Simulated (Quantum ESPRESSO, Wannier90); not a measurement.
# Wannierisation of CdSe (zinc blende)

```xyz
2
Lattice="0.0000 3.0703 3.0703 3.0703 0.0000 3.0703 3.0703 3.0703 0.0000" Properties=species:S:1:pos:R:3 pbc="T T T"
Cd     0.0000     0.0000     0.0000
Se     1.5351     1.5351     1.5351
```

Materials Project entry mp-2691; symmetrised, unrelaxed at this level. Not found in the COD (Crystallography Open Database) copy used, which has the formula in other groups; not checked further. Method: PBE plane waves in Quantum ESPRESSO 7.5 (PseudoDojo norm-conserving files, 82 Ry, no spin polarisation, no spin-orbit coupling), Bloch states on a 4×4×4 mesh through Γ, Wannier90 4.0.1. Density: 10×10×10 mesh, Gaussian smearing 0.01 Ry. Spin-orbit coupling, left out, would split the p-like bands by a few tenths of an eV.

The lattice is scaled uniformly with fixed fractional positions, and at each scale an atom-like model (Cd sp, Se sp; disentangled, num_iter = 0) is made. Listed is the largest hopping of each kind of orbital pair shown, with the distance of the two functions' centres at scale 1; the mesh was not varied.

```csv
scale,gap (eV),"modulus of t, Se2 py–Cd1 px at 2.66 Å (eV)","modulus of t, Se2 pz–Cd1 s at 2.66 Å (eV)","modulus of t, Se2 s–Cd1 s at 2.66 Å (eV)"
0.980,0.675,1.277,1.187,1.163
0.990,0.613,1.242,1.152,1.111
1.000,0.550,1.217,1.118,1.061
1.010,0.489,1.181,1.084,1.013
1.020,0.428,1.153,1.051,0.967
```

Question: With |t| ∝ d^(−η), find η for each hopping from the ends of the series, and the volume deformation potential of the gap at scale 1.

Answer: 
- Se2 py–Cd1 px at 2.66 Å: η = −ln(1.153/1.277)/ln(1.020/0.980) = 2.6
- Se2 pz–Cd1 s at 2.66 Å: η = −ln(1.051/1.187)/ln(1.020/0.980) = 3.0
- Se2 s–Cd1 s at 2.66 Å: η = −ln(0.967/1.163)/ln(1.020/0.980) = 4.6
Harrison's rules would take η = 2.0, 2.0, 2.0 for these pairs; they describe atomic orbitals, while these are orthogonalised and change shape with the volume.
Volume deformation potential of the gap: dE_g/d ln V = (0.489 − 0.613)/(3 ln(1.010/0.990)) = -2.1 eV.
